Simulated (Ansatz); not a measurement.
Ti (hcp)

Method: PBE, scalar-relativistic; no spin polarisation; PAW, 420 eV, 16×16×10 k-mesh, Gaussian smearing of 0.05 eV; code Ansatz. The datasets are Ansatz's generated set soft_2.

Space group P6_3/mmc (No. 194). a = 2.939 Å, b = 2.939 Å, c = 4.647 Å, α = 90.00°, β = 90.00°, γ = 120.00°
```csv
atom,site,symmetry,x,y,z
Ti,2d,-6m2,0.3333,0.6667,0.7500
```

Which orbitals carry the states at the Fermi level, and how many states are there?

Within 0.1 eV of it: Ti 3d 96 % (shares among the projected shells). The Fermi level sits on a steep edge: the density of states is 1.6, 1.8 and 3.0 states/eV per cell at −0.1, 0 and +0.1 eV.

Density of states (tetrahedra, averaged over 0.3 eV; states/eV per cell of 2 atoms; energy in eV from the Fermi level; projections on Löwdin-orthogonalised atomic orbitals, summed over sites):

```tsv
E	total	Ti 3d	Ti 4s	Ti 3s	Ti 3p
-5.80	0.12	0.00	0.09	0.02	0.00
-5.50	0.16	0.00	0.13	0.02	0.00
-5.20	0.20	0.00	0.17	0.03	0.00
-4.90	0.25	0.01	0.21	0.03	0.01
-4.60	0.30	0.01	0.25	0.03	0.01
-4.30	0.34	0.02	0.28	0.02	0.01
-4.00	0.40	0.04	0.33	0.02	0.01
-3.70	0.48	0.07	0.37	0.02	0.01
-3.40	0.59	0.13	0.43	0.01	0.01
-3.10	0.76	0.24	0.49	0.01	0.01
-2.80	1.28	0.65	0.59	0.01	0.02
-2.50	1.87	1.23	0.60	0.01	0.02
-2.20	2.06	1.53	0.48	0.01	0.02
-1.90	2.51	2.10	0.34	0.00	0.02
-1.60	2.74	2.46	0.18	0.00	0.02
-1.30	2.25	2.04	0.10	0.00	0.02
-1.00	3.12	2.78	0.15	0.00	0.02
-0.70	3.91	3.45	0.19	0.01	0.02
-0.40	1.96	1.77	0.08	0.00	0.01
-0.10	1.67	1.49	0.05	0.00	0.01
0.20	3.95	3.63	0.13	0.01	0.01
0.50	4.19	3.82	0.14	0.01	0.01
0.80	4.73	4.26	0.19	0.01	0.01
1.10	4.88	4.46	0.16	0.01	0.01
1.40	2.84	2.64	0.05	0.00	0.00
1.70	2.10	2.04	0.02	0.00	0.00
2.00	2.15	2.10	0.02	0.00	0.00
2.30	2.22	2.18	0.02	0.00	0.00
2.60	2.55	2.49	0.04	0.00	0.00
2.90	3.92	3.81	0.08	0.00	0.00
3.20	5.99	5.82	0.12	0.01	0.00
3.50	4.68	4.44	0.17	0.01	0.00
3.80	1.23	0.90	0.21	0.01	0.00
4.10	1.11	0.68	0.24	0.02	0.00
4.40	0.97	0.50	0.24	0.02	0.00
4.70	0.84	0.36	0.22	0.02	0.00
5.00	0.77	0.27	0.20	0.02	0.00
```
